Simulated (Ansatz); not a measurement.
Values for one crystal, relaxed and computed with the program Ansatz at the r²SCAN level (PAW); other levels are named.

Volume per atom: 27.31 Å³
Band gap: 1.67 eV (direct)
Hole effective mass, band 1 of 3 at the edge: 0.71 along [100], 3.2 along [110], 1.5 along [111] (mₑ)
Electron effective mass: 0.18 mₑ (isotropic)
Hole effective mass, band 2 of 3 at the edge: 0.71 along [100], 0.71 along [110], 1.5 along [111] (mₑ)
Conduction-band minimum: at Γ
Bulk modulus (Birch–Murnaghan fit): 43.8 GPa

**Question.** Which compound is it?
A. SiC, P6_3mc (Pearson symbol hP16)
B. CuI, zinc blende
C. GaN, zinc blende
D. MgSe, rock salt

**Answer.** B, CuI, zinc blende

Space group F-43m (zinc blende). The cell was relaxed with r²SCAN under the symmetry of its start. The run is not spin-polarised. Scalar-relativistic: spin–orbit coupling is off unless named, which matters more the heavier the elements.

Potentials: the later of the program's two PAW sets.
